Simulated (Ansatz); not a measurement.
Ansatz (a quantum-chemistry and plane-wave program) input:

Ansatz 0.2 input:
```yaml
crystal:
  lattice:
    - [3.3799068229, 0.0, 0.0]
    - [-1.6899534115, 2.9270851711, 0.0]
    - [0.0, 0.0, 15.0036292282]
  atoms:
    - { symbol: Zr, position: [0.3333333333, 0.6666666667, 0.5818421966] }
    - { symbol: Zr, position: [0.6666666667, 0.3333333333, 0.4181578034] }
    - { symbol: Zr, position: [0.6666666667, 0.3333333333, 0.0818421966] }
    - { symbol: Zr, position: [0.3333333333, 0.6666666667, 0.9181578034] }
    - { symbol: Tl, position: [0.3333333333, 0.6666666667, 0.25] }
    - { symbol: Tl, position: [0.6666666667, 0.3333333333, 0.75] }
    - { symbol: C, position: [0.0, 0.0, 0.0] }
    - { symbol: C, position: [0.0, 0.0, 0.5] }
kpoints:
  mp_grid: { grid: [10, 10, 2] }
  band_path:
    path:
      - [[0.0, 0.0, 0.0], [0.5, 0.0, 0.0], [0.3333333333, 0.3333333333, 0.0], [0.0, 0.0, 0.0], [0.0, 0.0, 0.5], [0.5, 0.0, 0.5], [0.3333333333, 0.3333333333, 0.5], [0.0, 0.0, 0.5]]  # Γ-M-K-Γ-A-L-H-A
      - [[0.5, 0.0, 0.5], [0.5, 0.0, 0.0]]  # L-M
      - [[0.3333333333, 0.3333333333, 0.5], [0.3333333333, 0.3333333333, 0.0]]  # H-K
    npoints: 8
hamiltonian:
  xc: r2scan
  pseudopotentials: { azcp: { folder: ./paw }, kind: paw_fr }
magnetization: { noncollinear: true, spin_orbit: true }
scf:
  n_extra_bands: 16
  convergence: { dr2_threshold: 0.0000000001 }
  occupations: { method: gaussian, width: 0.05 }
output: { eigenvalues: true }
```

Output (shortened):

```
Pseudopotential: Zr, paw, valence charge 12
Pseudopotential: Tl, paw, valence charge 13
Pseudopotential: C, paw, valence charge 4
Functional definition: r2SCAN
non-collinear run that drives no moment, with spin-orbit …
Crystal: 8 atoms, lattice volume = 148.435 Å³
Basis set: ecut = 500 eV, 3775 PW (Γ), exchange–correlation on 100×100×480 points (64 copies of the dense FFT grid, shifted against one another)
Bands: 98, of which v1, the nominal top of the filled ones, is band 82 counted from 1 (81 counted from 0)
Symmetry: 24 space group operations + 24 with time reversal
k-points: 28 of 200
Projection manifold: j_resolved (fully-relativistic pseudo-atomic orbitals)
SCF iter   1: F=—  HF=-40126.070903 eV  |F-HF|=—  |Δ(HF+E_count)|=         —  Δρ=5.44e-2  dr2=1.21e1  dr2_τ=1.96e-1  dr2_m=0.00e0 (ungated)  ethr=3.10e-3  |M|=0.00e0 ∫|m|=0.00e0 μB  |m|>n=0.0e0 m-floor=0.0e0 τ_xc=0.0e0  β_m=0.30  ⟨swp⟩=5.2  Hψ=5928  notcnv=0  defer=28
preconditioner: auto → Resta (q_TF=auto, 2.471 Å⁻¹)
spin=Noncollinear: Resta preconditioning applied to the charge; magnetization (m_x, m_y, m_z) channels mix plain (no charge-response kernel on spin).
SCF iter   2: F=—  HF=-40124.765844 eV  |F-HF|=—  |Δ(HF+E_count)|=    1.31e0  Δρ=3.14e-2  dr2=3.67e0  dr2_τ=1.65e-2  dr2_m=0.00e0 (ungated)  ethr=3.10e-3  |M|=0.00e0 ∫|m|=0.00e0 μB  |m|>n=0.0e0 m-floor=0.0e0 τ_xc=0.0e0  β_m=0.47  ⟨swp⟩=2.8  Hψ=2331  notcnv=0  defer=250
SCF iter   3: F=—  HF=-40124.264723 eV  |F-HF|=—  |Δ(HF+E_count)|=   5.01e-1  Δρ=1.24e-2  dr2=1.25e-1  dr2_τ=2.16e-3  dr2_m=0.00e0 (ungated)  ethr=3.10e-3  |M|=0.00e0 ∫|m|=0.00e0 μB  |m|>n=0.0e0 m-floor=0.0e0 τ_xc=0.0e0  β_m=0.73  ⟨swp⟩=2.8  Hψ=2114  notcnv=0  defer=264
SCF iter   4: F=—  HF=-40124.305264 eV  |F-HF|=—  |Δ(HF+E_count)|=   4.05e-2  Δρ=3.48e-3  dr2=2.99e-2  dr2_τ=1.09e-4  dr2_m=0.00e0 (ungated)  ethr=1.53e-4  |M|=0.00e0 ∫|m|=0.00e0 μB  |m|>n=0.0e0 m-floor=0.0e0 τ_xc=0.0e0  β_m=0.85  ⟨swp⟩=2.5  Hψ=2374  notcnv=0  defer=256
SCF iter   5: F=—  HF=-40124.306825 eV  |F-HF|=—  |Δ(HF+E_count)|=   1.56e-3  Δρ=3.77e-4  dr2=5.52e-4  dr2_τ=8.14e-6  dr2_m=0.00e0 (ungated)  ethr=3.65e-5  |M|=0.00e0 ∫|m|=0.00e0 μB  |m|>n=0.0e0 m-floor=0.0e0 τ_xc=0.0e0  β_m=0.93  ⟨swp⟩=2.4  Hψ=2116  notcnv=0  defer=256
SCF iter   6: F=—  HF=-40124.306938 eV  |F-HF|=—  |Δ(HF+E_count)|=   1.13e-4  Δρ=1.49e-4  dr2=7.31e-5  dr2_τ=7.14e-7  dr2_m=0.00e0 (ungated)  ethr=6.73e-7  |M|=0.00e0 ∫|m|=0.00e0 μB  |m|>n=0.0e0 m-floor=0.0e0 τ_xc=0.0e0  β_m=0.92  ⟨swp⟩=2.3  Hψ=1973  notcnv=0  defer=256
SCF iter   7: F=—  HF=-40124.306937 eV  |F-HF|=—  |Δ(HF+E_count)|=   7.79e-7  Δρ=4.30e-5  dr2=3.84e-6  dr2_τ=1.55e-8  dr2_m=0.00e0 (ungated)  ethr=8.91e-8  |M|=0.00e0 ∫|m|=0.00e0 μB  |m|>n=0.0e0 m-floor=0.0e0 τ_xc=0.0e0  β_m=0.96  ⟨swp⟩=2.0  Hψ=1939  notcnv=0  defer=256
SCF iter   8: F=—  HF=-40124.306998 eV  |F-HF|=—  |Δ(HF+E_count)|=   6.08e-5  Δρ=1.83e-5  dr2=7.95e-7  dr2_τ=1.69e-8  dr2_m=0.00e0 (ungated)  ethr=4.68e-9  |M|=0.00e0 ∫|m|=0.00e0 μB  |m|>n=0.0e0 m-floor=0.0e0 τ_xc=0.0e0  β_m=0.94  ⟨swp⟩=2.4  Hψ=2178  notcnv=0  defer=256
SCF iter  12: F=-40124.306998 eV  HF=-40124.306998 eV  |F-HF|=3.64e-11  |Δ(HF+E_count)|=  3.20e-10  Δρ=6.78e-8  dr2=6.61e-12  dr2_τ=2.89e-13  dr2_m=0.00e0 (ungated)  ethr=1.00e-12  |M|=0.00e0 ∫|m|=0.00e0 μB  |m|>n=0.0e0 m-floor=0.0e0 τ_xc=0.0e0  ⟨swp⟩=11.6  Hψ=5069  notcnv=0
SCF 1 converged in 12 iterations: F = -40124.306998 eV  dr2 = 6.61e-12
NSCF: frozen V_eff on 75 k-points
SCF converged after 12 iterations
Magnetization: |M| = 0.0000 μB,  M = (+0.0000, +0.0000, +0.0000) μB
Absolute magnetization: 0.0000 μB (∫|m|)
  site 0: m = (+0.0000, +0.0000, +0.0000) μB, |m| = 0.0000 μB  (R = 0.95 Å)
  site 1: m = (+0.0000, +0.0000, +0.0000) μB, |m| = 0.0000 μB  (R = 0.95 Å)
  site 2: m = (+0.0000, +0.0000, +0.0000) μB, |m| = 0.0000 μB  (R = 0.95 Å)
  site 3: m = (+0.0000, +0.0000, +0.0000) μB, |m| = 0.0000 μB  (R = 0.95 Å)
  site 4: m = (+0.0000, +0.0000, +0.0000) μB, |m| = 0.0000 μB  (R = 1.32 Å)
  site 5: m = (+0.0000, +0.0000, +0.0000) μB, |m| = 0.0000 μB  (R = 1.32 Å)
  site 6: m = (+0.0000, +0.0000, +0.0000) μB, |m| = 0.0000 μB  (R = 0.95 Å)
  site 7: m = (+0.0000, +0.0000, +0.0000) μB, |m| = 0.0000 μB  (R = 0.95 Å)
Free energy (F): -40124.306998 eV
Harris-Foulkes:  -40124.306998 eV  (|F-HF|=3.64e-11)
Internal energy: -40124.301329 eV  (E = F + TS)
E sigma→0 (E₀):  -40124.304164 eV
Entropy (-TS):   -0.005668 eV (-0.709 meV/atom)
Fermi energy:    13.776514 eV
--- Per-component energies (eV) ---
  E_band       = -292.895250
  E_kinetic    = 1962.210184
  E_local      = -3978.111217  (includes V_loc(G=0)·N_el)
  E_nonlocal   = 981.069483
  E_hartree    = 1385.908085
  E_xc         = -1034.920002
  E_vxc        = -1204.081244  (∫ρ·V_xc dr)
  E_paw        = -32471.523047  (= ΣΔE_a)
  E_vpaw       = -898.914462  (= ΣTr[D̂ρ^β])
  E_aug_tail   = -0.000072  (compensation charges beyond the density's cutoff)
  E_vtau       = 73.115924  (kinetic-family band-sum trace: ∫τ·v_τ [+ j·A + Jᵃ·Aᵃ] dr)
  E_ewald      = -6970.238752
  E_core_change = 1.304008  (= ΣΔE_core)
  E_smearing   = -0.005668  (= −TS)
  E_closure    = 0.000000  (closes the sum)
  Σ components = -40124.306998   (vs F -40124.306998, Δ=0.00e0)
  [band-id]    e_kinetic+e_local+e_nonlocal+2·e_hartree+e_vxc+e_vpaw+e_augmentation_tail+e_vtau = -292.895234   (vs E_band -292.895250, Δ=1.62e-5)
--- Band table (eV; the first three rows and the last of 28) ---
  k-point 0: bands = ["-36.6592", "-36.6592", "-36.6590", "-36.6590", "-36.5567", "-36.5567", "-36.5565", "-36.5565", "-15.2048", "-15.2048", "-15.2020", "-15.2020", "-14.9025", "-14.9025", "-14.9005", "-14.9005", "-13.5941", "-13.5941", "-13.5905", …
  k-point 1: bands = ["-36.6591", "-36.6591", "-36.6591", "-36.6591", "-36.5566", "-36.5566", "-36.5566", "-36.5566", "-15.2034", "-15.2034", "-15.2034", "-15.2034", "-14.9015", "-14.9015", "-14.9015", "-14.9015", "-13.5923", "-13.5923", "-13.5923", …
  k-point 2: bands = ["-36.6516", "-36.6516", "-36.6515", "-36.6515", "-36.5535", "-36.5535", "-36.5534", "-36.5534", "-15.2084", "-15.2084", "-15.2060", "-15.2060", "-14.9251", "-14.9251", "-14.9233", "-14.9233", "-13.6009", "-13.6009", "-13.5976", …
  k-point 27: bands = ["-36.5519", "-36.5519", "-36.5519", "-36.5519", "-36.5389", "-36.5389", "-36.5389", "-36.5389", "-15.2410", "-15.2410", "-15.2406", "-15.2406", "-15.2088", "-15.2088", "-15.2079", "-15.2079", "-13.6877", "-13.6877", "-13.6872", …
```

Cost: roughly 7 core-minutes on shared cores.

Space group P6_3/mmc. The first step of the workflow began from a Materials Project structure, measured or hypothetical; the Crystallography Open Database copy checked does not list it. Its standing as an ambient phase is unchecked. The r²SCAN relaxation kept the symmetry of its start; whether a distortion lowers the energy is not shown. The run is not spin-polarised.

Potentials: the earlier of the program's two PAW sets. The files were generated under PBE; for other functionals the program regenerates the frozen cores, and for LDA and PBEsol the local potential too.

Ansatz is a plane-wave DFT program.
